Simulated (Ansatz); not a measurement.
The elements of this relaxed trial crystal are hidden behind letters.

```
lattice vectors (Å)
   0.0000    2.2433   11.2056
   1.5851    0.0000   11.2056
   1.5851    2.2433    0.0000
fractional positions
X 0.9005 0.9005 0.0995
X 0.5000 0.5000 0.5000
X 0.0995 0.0995 0.9005
Z 0.6997 0.6997 0.3003
Z 0.3003 0.3003 0.6997
```

Computed with DFT PBE, scalar-relativistic, plane waves, PAW in Ansatz. Cutoff 420 eV, Γ-centred 14×14×14 mesh (5-atom cell), Gaussian smearing of 0.10 eV, no spin polarisation.

```
Space group                                 : Fmmm (No. 69)
Conventional cell                           : a = 3.170 Å, b = 4.487 Å, c = 22.411 Å
Volume per atom                             : 15.94 Å³
Density                                     : 13.66 g/cm³
Energy over the elements                    : +0.01 eV/atom
Gap on the 14×14×14 mesh of the 5-atom cell : 0 eV (a metal)
```

Energies are uncorrected and count from the elements' standard states at the same level.

Task: X is a d-block element of period 5 and Z is a d-block element of period 6. Which elements are they?

Result: X = Mo, Z = W, so the formula is Mo3W2. Density times volume gives a mean mass of 13.66 × 15.94/1.6605 = 131.1 u per atom, and this set has 131.1 u. Mo on a site of symmetry mm2 has 6 Mo at 2.74–2.75 Å, 2 W at 2.75 Å, 4 Mo at 3.16–3.17 Å and 2 W at 3.17 Å; Mo on a site of symmetry mmm has 8 Mo at 2.74–2.75 Å and 6 Mo at 3.16–3.17 Å; W has 6 W at 2.75–2.76 Å, 2 Mo at 2.75 Å, 4 W at 3.17–3.18 Å and 2 Mo at 3.17 Å. Other sets within the hints have nearly the same mass, so mass alone doesn't settle it; this one was computed.

These runs have no spin–orbit coupling, which can matter for W. Symmetry constrained the relaxation, so the result can be a saddle point.
